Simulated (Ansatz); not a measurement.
Zr (hcp (Mg type)), relaxed with r²SCAN (Ansatz, a program for electronic structure, plane waves, PAW): a = 3.247 Å, b = 3.247 Å, c = 5.152 Å, α = 90.00°, β = 90.00°, γ = 120.00°.

### Question
The same phase is relaxed and computed with PBEsol in the same code. What is the cell now?

### Answer
a = 3.1838 Å, b = 3.1838 Å, c = 5.1186 Å, α = 90.00°, β = 90.00°, γ = 120.00°.

All cells were relaxed under the symmetry of their starts (and spin orders); stability against distortions was not tested throughout. Rows with no word on spin ran without spin polarisation. Spin–orbit coupling is left out wherever it is not named.

Potentials: the earlier of the program's two PAW sets.

Ansatz is a plane-wave DFT program.
